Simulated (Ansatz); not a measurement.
# Kick along a soft mode, then relaxed in K$_{2}$RbScCl$_{6}$

Theory: Ansatz 0.2.0, DFT PBEsol, scalar-relativistic, plane waves, PAW. Cutoff 420 eV, Γ-centred 4×4×4 k-points, Gaussian smearing of 0.05 eV. No spin polarisation. Energies are free energies at this smearing, counted from the undisturbed cell; pressure is positive in compression.

The starting cell (relaxed at this level; it needn't be the usual structure):

```xyz
10
Lattice="0.0000 5.4753 5.4753 5.4753 0.0000 5.4753 5.4753 5.4753 0.0000" Properties=species:S:1:pos:R:3 pbc="T T T"
K     8.2130    8.2130    8.2130
K     2.7377    2.7377    2.7377
Rb    5.4753    5.4753    5.4753
Sc    0.0000    0.0000    0.0000
Cl    2.4597    5.4753    5.4753
Cl    5.4753    5.4753    2.4597
Cl    8.4909    5.4753    5.4753
Cl    5.4753    2.4597    5.4753
Cl    5.4753    8.4909    5.4753
Cl    5.4753    5.4753    8.4909
```

The atoms are moved along a zone-centre mode of 65i cm⁻¹ (Å):

```
atom ux uy uz
  K1   0.000   0.000  0.000
  K2   0.000   0.000  0.000
 Rb3   0.000   0.000  0.000
 Sc4   0.000   0.000  0.000
 Cl5   0.000   0.150  0.000
 Cl6   0.000   0.000  0.000
 Cl7   0.000  -0.150  0.000
 Cl8  -0.150   0.000  0.000
 Cl9   0.150   0.000  0.000
Cl10   0.000   0.000  0.000
```

Cell and atoms are then relaxed.

Q: Does the relaxation return to the undisturbed structure?

A: No. It ends 51.2 meV/atom below it. The final space group reads I4/m (tolerance 0.01 Å) and the volume changes by -6.00 %.

Final structure:

```
CELL_PARAMETERS angstrom
0.00000 5.28894 5.51584
5.28894 0.00000 5.51584
5.28894 5.28894 0.00000
ATOMIC_POSITIONS crystal
K 0.75000 0.75000 0.75000
K 0.25000 0.25000 0.25000
Rb 0.50000 0.50000 0.50000
Sc 0.00000 0.00000 0.00000
Cl 0.87194 0.12806 0.30496
Cl 0.22390 0.22390 0.77610
Cl 0.12806 0.87194 0.69504
Cl 0.30496 0.69504 0.12806
Cl 0.69504 0.30496 0.87194
Cl 0.77610 0.77610 0.22390
```

The relaxation, step by step (energy from the first step; small jumps at an unchanged geometry come where the plane waves are selected anew for the new cell):

```
step  ΔE (meV/atom) largest force component (eV/Å) pressure (GPa)
   1            0.0                           0.078           -0.07
   2           -1.4                           0.098           -0.03
   3           -3.4                           0.119           -0.05
   4          -15.3                           0.170           -0.25
   5          -22.2                           0.196           -0.13
   6          -37.1                           0.183           -0.09
   7          -47.2                           0.120           -0.23
   8          -48.7                           0.025           -0.03
   9          -48.8                           0.010           -0.01
  10          -48.8                           0.002            0.00
  11          -48.8                           0.002            0.00
```

Frames along the relaxation (Å, eV/Å):

```xyz
10
Lattice="0.000 5.475 5.475 5.475 0.000 5.475 5.475 5.475 0.000" Properties=species:S:1:pos:R:3:forces:R:3 pbc="T T T" step=1
K     8.213    8.213    8.213    0.000    0.000    0.000
K     2.738    2.738    2.738    0.000    0.000    0.000
Rb    5.475    5.475    5.475    0.000    0.000    0.000
Sc    0.000    0.000    0.000    0.000    0.000    0.000
Cl    2.460    5.625    5.475   -0.030    0.078    0.000
Cl    5.475    5.475    2.460    0.000    0.000   -0.013
Cl    8.491    5.325    5.475    0.030   -0.078    0.000
Cl    5.325    2.460    5.475   -0.078   -0.030    0.000
Cl    5.625    8.491    5.475    0.078    0.030    0.000
Cl    5.475    5.475    8.491    0.000    0.000    0.013
10
Lattice="0.000 5.471 5.476 5.471 0.000 5.476 5.471 5.471 0.000" Properties=species:S:1:pos:R:3:forces:R:3 pbc="T T T" step=2
K     8.206    8.206    8.214    0.000    0.000    0.000
K     2.735    2.735    2.738    0.000    0.000    0.000
Rb    5.471    5.471    5.476    0.000    0.000    0.000
Sc    0.000    0.000    0.000    0.000    0.000    0.000
Cl    2.454    5.659    5.476    0.004    0.098    0.000
Cl    5.471    5.471    2.458    0.000    0.000    0.010
Cl    8.488    5.283    5.476   -0.004   -0.098    0.000
Cl    5.283    2.454    5.476   -0.098    0.004    0.000
Cl    5.659    8.488    5.476    0.098   -0.004    0.000
Cl    5.471    5.471    8.494    0.000    0.000   -0.010
10
Lattice="0.000 5.466 5.477 5.466 0.000 5.477 5.466 5.466 0.000" Properties=species:S:1:pos:R:3:forces:R:3 pbc="T T T" step=3
K     8.199    8.199    8.216    0.000    0.000    0.000
K     2.733    2.733    2.739    0.000    0.000    0.000
Rb    5.466    5.466    5.477    0.000    0.000    0.000
Sc    0.000    0.000    0.000    0.000    0.000    0.000
Cl    2.451    5.700    5.477   -0.007    0.119    0.000
Cl    5.466    5.466    2.460    0.000    0.000   -0.003
Cl    8.480    5.232    5.477    0.007   -0.119    0.000
Cl    5.232    2.451    5.477   -0.119   -0.007    0.000
Cl    5.700    8.480    5.477    0.119    0.007    0.000
Cl    5.466    5.466    8.495    0.000    0.000    0.003
10
Lattice="0.000 5.446 5.477 5.446 0.000 5.477 5.446 5.446 0.000" Properties=species:S:1:pos:R:3:forces:R:3 pbc="T T T" step=4
K     8.170    8.170    8.216    0.000    0.000    0.000
K     2.723    2.723    2.739    0.000    0.000    0.000
Rb    5.446    5.446    5.477    0.000    0.000    0.000
Sc    0.000    0.000    0.000    0.000    0.000    0.000
Cl    2.440    5.874    5.477   -0.102    0.170    0.000
Cl    5.446    5.446    2.464    0.000    0.000   -0.078
Cl    8.453    5.019    5.477    0.102   -0.170    0.000
Cl    5.019    2.440    5.477   -0.170   -0.102    0.000
Cl    5.874    8.453    5.477    0.170    0.102    0.000
Cl    5.446    5.446    8.491    0.000    0.000    0.078
10
Lattice="0.000 5.429 5.487 5.429 0.000 5.487 5.429 5.429 0.000" Properties=species:S:1:pos:R:3:forces:R:3 pbc="T T T" step=5
K     8.143    8.143    8.230    0.000    0.000    0.000
K     2.714    2.714    2.743    0.000    0.000    0.000
Rb    5.429    5.429    5.487    0.000    0.000    0.000
Sc    0.000    0.000    0.000    0.000    0.000    0.000
Cl    2.414    5.940    5.487    0.013    0.196    0.000
Cl    5.429    5.429    2.456    0.000    0.000    0.038
Cl    8.443    4.917    5.487   -0.013   -0.196    0.000
Cl    4.917    2.414    5.487   -0.196    0.013    0.000
Cl    5.940    8.443    5.487    0.196   -0.013    0.000
Cl    5.429    5.429    8.518    0.000    0.000   -0.038
10
Lattice="0.000 5.331 5.482 5.331 0.000 5.482 5.331 5.331 0.000" Properties=species:S:1:pos:R:3:forces:R:3 pbc="T T T" step=7
K     7.997    7.997    8.223    0.000    0.000    0.000
K     2.666    2.666    2.741    0.000    0.000    0.000
Rb    5.331    5.331    5.482    0.000    0.000    0.000
Sc    0.000    0.000    0.000    0.000    0.000    0.000
Cl    2.334    6.212    5.482   -0.120    0.023    0.000
Cl    5.331    5.331    2.457    0.000    0.000   -0.021
Cl    8.329    4.451    5.482    0.120   -0.023    0.000
Cl    4.451    2.334    5.482   -0.023   -0.120    0.000
Cl    6.212    8.329    5.482    0.023    0.120    0.000
Cl    5.331    5.331    8.507    0.000    0.000    0.021
10
Lattice="0.000 5.306 5.504 5.306 0.000 5.504 5.306 5.306 0.000" Properties=species:S:1:pos:R:3:forces:R:3 pbc="T T T" step=8
K     7.959    7.959    8.256    0.000    0.000    0.000
K     2.653    2.653    2.752    0.000    0.000    0.000
Rb    5.306    5.306    5.504    0.000    0.000    0.000
Sc    0.000    0.000    0.000    0.000    0.000    0.000
Cl    2.298    6.225    5.504    0.016    0.025    0.000
Cl    5.306    5.306    2.466    0.000    0.000    0.005
Cl    8.314    4.387    5.504   -0.016   -0.025    0.000
Cl    4.387    2.298    5.504   -0.025    0.016    0.000
Cl    6.225    8.314    5.504    0.025   -0.016    0.000
Cl    5.306    5.306    8.542    0.000    0.000   -0.005
10
Lattice="0.000 5.291 5.516 5.291 0.000 5.516 5.291 5.291 0.000" Properties=species:S:1:pos:R:3:forces:R:3 pbc="T T T" step=9
K     7.937    7.937    8.273    0.000    0.000    0.000
K     2.646    2.646    2.758    0.000    0.000    0.000
Rb    5.291    5.291    5.516    0.000    0.000    0.000
Sc    0.000    0.000    0.000    0.000    0.000    0.000
Cl    2.294    6.219    5.516   -0.003    0.010    0.000
Cl    5.291    5.291    2.469    0.000    0.000    0.006
Cl    8.288    4.363    5.516    0.003   -0.010    0.000
Cl    4.363    2.294    5.516   -0.010   -0.003    0.000
Cl    6.219    8.288    5.516    0.010    0.003    0.000
Cl    5.291    5.291    8.562    0.000    0.000   -0.006
10
Lattice="0.000 5.289 5.516 5.289 0.000 5.516 5.289 5.289 0.000" Properties=species:S:1:pos:R:3:forces:R:3 pbc="T T T" step=10
K     7.933    7.933    8.274    0.000    0.000    0.000
K     2.644    2.644    2.758    0.000    0.000    0.000
Rb    5.289    5.289    5.516    0.000    0.000    0.000
Sc    0.000    0.000    0.000    0.000    0.000    0.000
Cl    2.290    6.225    5.516    0.002    0.002    0.000
Cl    5.289    5.289    2.470    0.000    0.000    0.000
Cl    8.288    4.353    5.516   -0.002   -0.002    0.000
Cl    4.353    2.290    5.516   -0.002    0.002    0.000
Cl    6.225    8.288    5.516    0.002   -0.002    0.000
Cl    5.289    5.289    8.562    0.000    0.000    0.000
10
Lattice="0.000 5.289 5.516 5.289 0.000 5.516 5.289 5.289 0.000" Properties=species:S:1:pos:R:3:forces:R:3 pbc="T T T" step=11
K     7.933    7.933    8.274    0.000    0.000    0.000
K     2.644    2.644    2.758    0.000    0.000    0.000
Rb    5.289    5.289    5.516    0.000    0.000    0.000
Sc    0.000    0.000    0.000    0.000    0.000    0.000
Cl    2.290    6.225    5.516    0.002    0.002    0.000
Cl    5.289    5.289    2.470    0.000    0.000    0.000
Cl    8.288    4.353    5.516   -0.002   -0.002    0.000
Cl    4.353    2.290    5.516   -0.002    0.002    0.000
Cl    6.225    8.288    5.516    0.002   -0.002    0.000
Cl    5.289    5.289    8.562    0.000    0.000    0.000
```

Cost: 1 run of about 2.8 core-minutes, on Arm Neoverse V2 (shared hosts).